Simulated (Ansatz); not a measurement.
InSb (wurtzite, P6_3mc), plane-wave PAW PBE (Ansatz code), all energies at zero smearing, with the estimated change up to a 700 eV cutoff added, with one set of potentials and settings (totals compare only within such a set). Cell of 4 atoms (2 In, 2 Sb): -24165.138 eV.

```tsv
element	reference phase	E (eV/atom)
In	I4/mmm, 1 atoms in the cell	-5597.8481
Sb	R-3m, 2 atoms in the cell	-6484.4916
```

Formation energy per atom, worked out: (-24165.138 − 2×(-5597.8481) − 2×(-6484.4916))/4 = -0.115 eV/atom (-11 kJ per mol of atoms), at 0 K, without zero-point energy or fitted corrections.

The first step of the workflow began from a Materials Project structure, measured or hypothetical; the Crystallography Open Database copy checked does not list it. It is not the phase usual at ambient conditions (space group No. 216). Symmetry was held in the PBE relaxation; its stability against distortions is not shown here. The references are the lowest solids computed at this level, not always the standard phases. Scalar-relativistic: spin–orbit coupling is off unless named, which matters more the heavier the elements.

Potentials: the later of the program's two PAW sets.
